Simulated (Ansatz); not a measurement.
With DFT-PBE in the program Ansatz with PAW potentials, B in the diamond structure (Fd-3m) relaxes to a = 4.051 Å. B has 4 nearest neighbours from 1.75 Å (tetrahedral).

Electronic character: metallic (no gap).

The bulk modulus is 177 GPa.

The start of the workflow was typed in or built on a structure type; neither database checked (COD, Materials Project) lists it. It is not the phase usual at ambient conditions (space group No. 166). Symmetry was held in the PBE relaxation; its stability against distortions is not shown here.

Potentials: the earlier of the program's two PAW sets.
